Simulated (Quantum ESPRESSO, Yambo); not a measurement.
MgS (zinc blende, space group F-43m, No. 216) under isotropic strain (on all lattice vectors), counted from the cell relaxed with PBEsol, atoms relaxed at each step. PBEsol (Quantum ESPRESSO, PseudoDojo norm-conserving, 84 Ry, no spin-orbit coupling); G0W0 in Yambo (4×4×4 Γ-centred k mesh, bands 5 to 100 and a 10 Ry block in the screening, 100 bands in G with the Bruneval-Gonze terminator, plasmon pole fitted at 27.2 eV).

```
strain s (%)  PBEsol direct gap at Γ (eV)  G0W0 direct gap at Γ (eV)
------------  ---------------------------  -------------------------
-3                                  3.771                      5.689
-1.5                                3.535                      5.432
-0.7                                3.415                      5.305
0                                   3.312                      5.198
+1                                  3.169                      5.027
+2                                      ?                          ?
```

Task: Fit a parabola in s to each column by least squares and predict the withheld row.

Result: PBEsol: E = 3.312 − 0.1452 s + 0.0026 s² (largest residual 1 meV), giving 3.032 eV at s = +2; the run gave 3.031 eV, a miss of 1 meV. G0W0: E = 5.191 − 0.1623 s + 0.0010 s² (largest residual 7 meV), giving 4.871 eV at s = +2; the run gave 4.875 eV, a miss of 4 meV. The withheld row lies outside the fitted range, so this is an extrapolation. The GW settings are held fixed; their convergence isn't established. 

This is not the ordinary phase of the substance; no match was found in the copy of COD used, and its stability was not checked.
